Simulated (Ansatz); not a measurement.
Hg:
```cif
data_Hg3
_chemical_formula_sum 'Hg3'
_space_group_name_H-M_alt 'P-1'
_space_group_IT_number 2
_space_group_name_Hall '-P 1'
_cell_length_a 3.11158
_cell_length_b 3.28105
_cell_length_c 7.56986
_cell_angle_alpha 99.794
_cell_angle_beta 96.867
_cell_angle_gamma 107.117
loop_
_atom_site_label
_atom_site_type_symbol
_atom_site_symmetry_multiplicity
_atom_site_Wyckoff_symbol
_atom_site_fract_x
_atom_site_fract_y
_atom_site_fract_z
_atom_site_occupancy
Hg1 Hg 2 i 0.27228 0.37121 0.66660 1
Hg2 Hg 1 a 0.00000 0.00000 0.00000 1
```

Relaxed with PBEsol.

Which orbitals make up the states near the Fermi level in PBEsol (plane waves, PAW; program Ansatz)?

Within 0.5 eV of the Fermi level: Hg 6s 50 %, outside the projected shells 47 %. Projections are on Löwdin-orthogonalised atomic valence shells; empty p or d shells of many metals are not among them.

Tabulate the density of states.

States/eV per cell of 3 atoms, in 0.25 eV bins, energy from the Fermi level.

```csv
E (eV),total,Hg 5d,Hg 6s
-7.85,2.16,1.27,0.88
-7.60,11.26,9.53,1.71
-7.35,15.13,14.25,0.83
-7.10,14.75,14.24,0.44
-6.85,9.45,9.04,0.37
-6.60,13.39,12.73,0.58
-6.35,16.10,15.68,0.35
-6.10,17.98,17.70,0.24
-5.85,14.58,14.26,0.29
-5.60,7.42,7.11,0.29
-5.35,1.03,0.68,0.34
-5.10,0.75,0.34,0.39
-4.85,0.73,0.28,0.43
-4.60,0.73,0.24,0.46
-4.35,0.76,0.22,0.50
-4.10,0.78,0.20,0.53
-3.85,0.79,0.18,0.55
-3.60,0.85,0.18,0.60
-3.35,0.85,0.16,0.61
-3.10,0.88,0.15,0.64
-2.85,0.91,0.14,0.65
-2.60,0.91,0.12,0.66
-2.35,0.96,0.12,0.69
-2.10,1.00,0.11,0.72
-1.85,1.10,0.11,0.80
-1.60,1.21,0.11,0.90
-1.35,1.22,0.10,0.94
-1.10,1.23,0.09,0.95
-0.85,1.33,0.08,1.03
-0.60,1.13,0.06,0.84
-0.35,0.77,0.03,0.50
-0.10,0.70,0.03,0.37
0.15,0.69,0.02,0.30
0.40,0.71,0.02,0.22
0.65,0.82,0.02,0.20
0.90,0.92,0.02,0.18
1.15,1.04,0.02,0.16
1.40,1.18,0.02,0.15
1.65,1.31,0.02,0.14
1.90,1.38,0.02,0.14
2.15,1.22,0.01,0.12
2.40,1.08,0.01,0.11
2.65,1.15,0.01,0.10
2.90,1.19,0.01,0.09
3.15,1.23,0.01,0.08
3.40,1.22,0.01,0.07
3.65,1.14,0.01,0.06
3.90,1.15,0.01,0.05
4.15,1.25,0.01,0.04
4.40,1.33,0.01,0.04
4.65,1.38,0.01,0.04
```

The workflow started from a Materials Project entry (that database holds measured and hypothetical structures alike); the Crystallography Open Database copy checked does not list it. It is not the usual solid phase (space group No. 166). The cell keeps a stress of up to 0.3 GPa. Symmetry was held in the PBEsol relaxation; whether a distortion lowers the energy is not shown. The substance is a gas or liquid at ambient conditions. Scalar-relativistic: spin–orbit coupling is off unless named, which matters more the heavier the elements.

Potentials: the later of the program's two PAW sets.
